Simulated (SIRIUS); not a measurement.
A self-consistent single point of TiSi2 (Fddd, 6 atoms in the cell; from Materials Project mp-2582, changed as shown).

```yaml
crystal:
  lattice:
    - [0.00000, 3.99474, 4.13579]
    - [2.31826, 0.00000, 4.13579]
    - [2.31826, 3.99474, 0.00000]
  atoms:
    - { symbol: Ti, position: [0.50000, 0.50000, 0.50000] }
    - { symbol: Ti, position: [0.75000, 0.75000, 0.75000] }
    - { symbol: Si, position: [0.83743, 0.16257, 0.83743] }
    - { symbol: Si, position: [0.16257, 0.83743, 0.16257] }
    - { symbol: Si, position: [0.41257, 0.08743, 0.41257] }
    - { symbol: Si, position: [0.08743, 0.41257, 0.08743] }
```

Level of theory: LDA (PW92), GBRV LDA ultrasoft pseudopotentials (plane waves; SIRIUS).

SIRIUS settings:

* **parameters.ngridk**: 6 6 6
* **parameters.xc_functionals**: [XC_LDA_X, XC_LDA_C_PW]
* **parameters.gk_cutoff**: 6.325 1/bohr
* **parameters.pw_cutoff**: 14.143 1/bohr
* **parameters.smearing**: fermi_dirac
* **parameters.smearing_width**: 0.00367493 Ha
* **potentials**: GBRV LDA ultrasoft pseudopotentials
* **parameters.electronic_structure_method**: pseudopotential
* **parameters.num_bands**: 24
* **parameters.num_mag_dims**: 0
* **parameters.num_dft_iter**: 100
* **parameters.energy_tol**: 1e-07 Ha
* **parameters.density_tol**: 1e-06
* **mixer.type**: anderson
* **mixer.beta**: 0.3
* **mixer.use_hartree**: true

Results:

| Property | Value |
|---|---|
| Number of valence electrons | 40 |
| Number of bands | 24 |
| Number of k-points after the program's reduction | 46 |
| Number of plane waves (most at a k-point) | 2224 |
| Number of SCF iterations | 21 |
| FFT grid | 54 × 45 × 45 |
| Free energy E − TS | -3772.8228 eV |
| Fermi level (on the code's own zero) | 13.74 eV |
| Pressure | 10.24 GPa |
| Largest force (vector length) | 0.164 eV/Å |

Forces (eV/Å):
```csv
atom,Fx,Fy,Fz
Ti1,0.000,0.000,0.000
Ti2,0.000,0.000,0.000
Si3,0.000,-0.164,0.000
Si4,0.000,0.164,0.000
Si5,0.000,0.164,0.000
Si6,0.000,-0.164,0.000
```

Stress (GPa, positive for compression):
```
10.31   0.00   0.00
 0.00   8.59   0.00
 0.00   0.00  11.81
```

For comparison: a first run was changed to give this one (volume scaled by 0.94), and from it to this one the free energy goes up by 22.4 meV/atom, the pressure goes from -0.86 to 10.24 GPa and the largest force goes from 0.117 to 0.164 eV/Å.

The structure comes from a collection of computed structures, made at another level of theory; the collection holds predicted forms beside known ones. Its lattice was then scaled. No clean gap shows at this smearing width and mesh (spacing up to 0.29 Å⁻¹); the mesh is coarse for partly filled bands, so the values carry mesh errors.

Cost on one core: around 2.3 core-minutes (rough).
